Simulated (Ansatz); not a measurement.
# Does this entry for CO₂ lie near equilibrium?

The cell is a structure deposited in the COD, atoms as given.

Space group Pa-3 (No. 205); a = 5.6200 Å.

```
site  Wyckoff  site symmetry       x       y       z
   C       4a           .-3.  0.0000  0.0000  0.0000
   O       8c            .3.  0.1130  0.1130  0.1130
```

One atom of each set is listed.

The numbers come from a DFT calculation in Ansatz (PBE, plane waves and PAW, scalar-relativistic, 420 eV cutoff, Γ-centred 4×4×4 k-points, Fermi–Dirac smearing 0.02 eV).

Task: Do the atoms and the cell lie near the calculated equilibrium?

Result: No. The largest force is 9.0 eV/Å, on atom 10 (O: 1 C at 1.10 Å), and the pressure is 24.6 GPa. Such values can come from a cell under pressure, imprecise or misplaced coordinates, missing atoms or a wrong setting of the space group; the run alone doesn't tell which, and gradients calculated on this entry can't be taken for those of the compound at ambient conditions.
